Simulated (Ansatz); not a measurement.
**Field gradients of SnSe from run to run**

Cell of run 1: a COD entry (the entry's cell lengths or inner coordinates differ somewhat from later room-temperature determinations), taken as it stands.

Space group Pnma (No. 62); a = 11.4200, b = 4.1900, c = 4.4600 Å.

```csv
site,Wyckoff,site symmetry,x,y,z
Sn,4c,.m.,0.1230,0.2500,0.0910
Se,4c,.m.,0.3570,0.2500,0.0160
```

One atom of each set is listed.

Relaxed positions (PBE, cell held):

Sn (0.1178, 0.2500, 0.1028)
Se (0.3579, 0.2500, 0.0207)

All runs are DFT with Ansatz 0.2.0 (plane waves and PAW, scalar-relativistic unless spin–orbit coupling is named, Γ-centred meshes, Fermi–Dirac smearing where given) in this cell.

Run 1: PBE, atoms as given; 420 eV, 3×7×6 k-points, smearing 0.02 eV.
Run 2: PBE, atoms relaxed; 420 eV, 3×7×6 k-points, smearing 0.02 eV.
Run 3: r2SCAN, at the relaxed atoms; 500 eV, 3×7×6 k-points, smearing 0.02 eV.
Run 4: PBE with spin–orbit coupling, at the relaxed atoms; 420 eV, 3×7×6 k-points, smearing 0.02 eV.

| run | Sn V_zz (η) | Se V_zz (η) |
| --- | --- | --- |
| 1 | -12.43 (0.04) | -4.80 (0.20) |
| 2 | ? | ? |
| 3 | -10.65 (0.23) | -5.63 (0.05) |
| 4 | -9.46 (0.24) | -5.18 (0.03) |

V_zz in 10²¹ V/m².

Q: Estimate the row of run 2.

A: Sn: -9.45 (0.24); Se: -5.18 (0.03). It lies nearest to run 4, from whose tensors on these sites it differs by 0.06 at most (largest principal value of the difference, on Sn). Taken one at a time, the positions of the atoms (as given or relaxed) move the tensors on these sites by up to 4.98 (largest principal value of the change, on Sn), the functional (r2SCAN with its higher cutoff) by 1.26 (Sn), spin–orbit coupling by 0.06 (Sn).

With these PAW files V_zz is typically within 2 to 3 % of all-electron values, but misses above 10 % occur on Sn. In run 1 the atoms aren't at the calculated equilibrium (largest force 0.31 eV/Å).
